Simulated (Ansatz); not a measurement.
**How far is PAW off for Na?**

```
CELL_PARAMETERS angstrom
-2.11750 2.11750 2.11750
2.11750 -2.11750 2.11750
2.11750 2.11750 -2.11750
ATOMIC_POSITIONS crystal
Na 0.00000 0.00000 0.00000
```

Structure: COD 9011002, as refined from experiment and not relaxed.

All numbers are computed: DFT, PBEsol, PAW with Ansatz's default frozen-core files, scalar-relativistic (Ansatz 0.2.0); DFT, PBEsol, all-electron LAPW, scalar-relativistic (Ansatz 0.2.0).

For PAW: a Γ-centred 12×12×12 k mesh, Fermi–Dirac smearing of 0.05 eV, cutoff 420 eV, no spin polarisation; the PAW files were made with PBE, and the program remakes their frozen cores for this functional. LAPW targets a basis error of 0.25 meV/atom. The Ansatz runs share mesh, smearing and spin set-up. Plane-wave (PAW) pressures include the program's estimate of the Pulay term.

Stress and pressure are positive in compression.

Levels count from the Fermi level.

PAW results:

| quantity | PAW |
| --- | --- |
| pressure (GPa) | -0.32 |
| highest filled level at H (eV) | -24.798 |
| lowest empty level at H (eV) | 4.508 |
| highest filled level at P (eV) | -24.790 |
| lowest empty level at P (eV) | 2.708 |
| highest filled level at N (eV) | -24.774 |
| lowest empty level at N (eV) | 0.776 |

Question: What does all-electron LAPW give for the same quantities?

Answer: 
| quantity | LAPW |
| --- | --- |
| pressure (GPa) | -0.32 |
| highest filled level at H (eV) | -24.827 |
| lowest empty level at H (eV) | 4.507 |
| highest filled level at P (eV) | -24.819 |
| lowest empty level at P (eV) | 2.708 |
| highest filled level at N (eV) | -24.803 |
| lowest empty level at N (eV) | 0.777 |
